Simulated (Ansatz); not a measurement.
Relaxed-ion elastic tensor of TiS2 (CdI2 type, P-3m1) in GPa (Voigt order), DFT-LDA in the program Ansatz with PAW potentials; density 3.59 g/cm³, 17.28 Å³ per atom.

```
 154  30.4  14.4  -4.9   0.0   0.0
30.4   154  14.4   4.9   0.0   0.0
14.4  14.4  64.5   0.0   0.0   0.0
-4.9   4.9   0.0  21.7   0.0   0.0
 0.0   0.0   0.0   0.0  21.7  -4.9
 0.0   0.0   0.0   0.0  -4.9  61.9
```

### Question
Is the crystal mechanically stable?

### Answer
Yes: the smallest eigenvalue of C is 21.1 GPa.

### Question
Work out the Voigt, Reuss and Hill averages.

### Answer
K_V = 54.6, K_R = 44.9, K_H = 49.7; G_V = 42.0, G_R = 32.2, G_H = 37.1 GPa.

### Question
Give Young's modulus, Poisson's ratio, Pugh's ratio and the universal anisotropy index.

### Answer
E = 9KG/(3K + G) = 89.1 GPa; ν = 0.20; K/G = 1.34 (brittle by the Pugh limit of 1.75); A_U = 5G_V/G_R + K_V/K_R − 6 = 1.73.

### Question
Estimate the sound speeds and the Debye temperature.

### Answer
v_l = √((K + 4G/3)/ρ) = 5260 m/s, v_t = √(G/ρ) = 3220 m/s, mean 3550 m/s; Θ = (h/k)(3n/4πV)^(1/3) v_m = 409 K.

### Question
Solve the Christoffel equation for the three sound speeds along x, y, z.

### Answer
Eigenvalues of C_ijkl n_j n_l equal ρv². In km/s, slowest first: x 2.43, 4.17, 6.55; y 2.45, 4.15, 6.56; z 2.46, 2.46, 4.24.

### Question
How much does each axis shrink under pressure?

### Answer
Linear compressibilities β_i = Σ_j S_ij (j = 1 to 3): x 4.4, y 4.4, z 14 per TPa.

Symmetry was held in the LDA relaxation; of distortions, only those at the zone centre were tested. The run is not spin-polarised. A crystal of weakly bound layers computed without a dispersion correction: the cell and the soft elastic constants depend strongly on that. As this level gives no gap, shear constants depend on the k-mesh and smearing (Fermi–Dirac, 0.1 eV here).

Potentials: the earlier of the program's two PAW sets.
